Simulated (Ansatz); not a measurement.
Relaxed-ion elastic tensor of CuNi3N (anti-perovskite, space group No. 221) in GPa (Voigt order), the program Ansatz at the PBEsol level (PAW); density 8.42 g/cm³, 10.00 Å³ per atom.

|  | 1 | 2 | 3 | 4 | 5 | 6 |
|---|---|---|---|---|---|---|
| 1 | 403 | 144 | 144 | 0.0 | 0.0 | 0.0 |
| 2 | 144 | 403 | 144 | 0.0 | 0.0 | 0.0 |
| 3 | 144 | 144 | 403 | 0.0 | 0.0 | 0.0 |
| 4 | 0.0 | 0.0 | 0.0 | 50.4 | 0.0 | 0.0 |
| 5 | 0.0 | 0.0 | 0.0 | 0.0 | 50.4 | 0.0 |
| 6 | 0.0 | 0.0 | 0.0 | 0.0 | 0.0 | 50.4 |

Q: Is the crystal mechanically stable?

A: Yes: the smallest eigenvalue of C is 50.4 GPa.

Q: Work out the Voigt, Reuss and Hill averages.

A: K_V = 230, K_R = 230, K_H = 230; G_V = 82.0, G_R = 66.7, G_H = 74.4 GPa.

Q: Give Young's modulus, Poisson's ratio, Pugh's ratio and the universal anisotropy index.

A: E = 9KG/(3K + G) = 201 GPa; ν = 0.35; K/G = 3.10 (ductile by the Pugh limit of 1.75); A_U = 5G_V/G_R + K_V/K_R − 6 = 1.15.

Q: Estimate the sound speeds and the Debye temperature.

A: v_l = √((K + 4G/3)/ρ) = 6260 m/s, v_t = √(G/ρ) = 2970 m/s, mean 3340 m/s; Θ = (h/k)(3n/4πV)^(1/3) v_m = 462 K.

Q: Give the Zener ratio and Young's modulus along [100], [110] and [111].

A: A = 2C44/(C11 − C12) = 0.39; 1/E = S11 − 2(S11 − S12 − S44/2)Γ with Γ = 0, 1/4, 1/3 gives 327, 164, 141 GPa.

Space group Pm-3m (anti-perovskite). The first step of the workflow began from a Materials Project structure, measured or hypothetical; the Crystallography Open Database copy checked does not list it. Whether it is the stable phase at ambient conditions was not checked. The cell was relaxed with PBEsol under the symmetry of its start; its stability against distortions is not shown here. The final state is ferromagnetic, the only order run, not a proven ground state. No Hubbard U is applied. As this level gives no gap, shear constants depend on the k-mesh and smearing (Fermi–Dirac, 0.1 eV here).

Potentials: the later of the program's two PAW sets.
